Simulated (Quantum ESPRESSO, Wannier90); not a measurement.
**Tight-binding from DFT: Nb (bcc (W type))**

```
CELL_PARAMETERS angstrom
     -1.65881     1.65881     1.65881
      1.65881    -1.65881     1.65881
      1.65881     1.65881    -1.65881
ATOMIC_POSITIONS crystal
  Nb 0.00000 0.00000 0.00000
```

Materials Project entry mp-75; symmetrised, unrelaxed at this level. This is the element's usual structure. Level: PBEsol, no spin polarisation, no spin-orbit coupling; pw.x of Quantum ESPRESSO at 66 Ry with PseudoDojo potentials, 10×10×10 k-points, Wannier90. Density: 18×18×18 mesh, cold smearing 0.01 Ry.

Functional, cutoff and mesh named above are those of the base row (10×10×10); the first column says what each row takes instead. Model: 9 functions from bands 5-21, start hydrogen-like Nb: s;p;d, frozen window tied to the conduction edge or Fermi level of each row, as listed, which moves Ω_I and hoppings a little by itself. Energies are relative to the Fermi level; the misfit is to pw.x on a path, for states up to 1.0 eV relative to the Fermi level. Only the mesh of Bloch states changes. The disentangled Ω_I can sit in another minimum from row to row.

| mesh | frozen to (eV) | Ω_I (Å²) | rms misfit (meV) | k-points (cost) | rough cost of nscf and overlaps (first row = 1) |
|---|---|---|---|---|---|
| 4×4×4 | 1.50 | 8.31 | 69 | 64 | 1.0 |
| 5×5×5 | 1.50 | 8.88 | 54 | 125 | 1.4 |
| 7×7×7 | 1.50 | 9.30 | 17 | 343 | 4 |
| 8×8×8 | 1.50 | 9.53 | 8.4 | 512 | 5 |
| 10×10×10 | 1.50 | 9.75 | 5.9 | 1000 | 10 |
| 12×12×12 | 1.50 | 9.83 | 2.7 | 1728 | 14 |
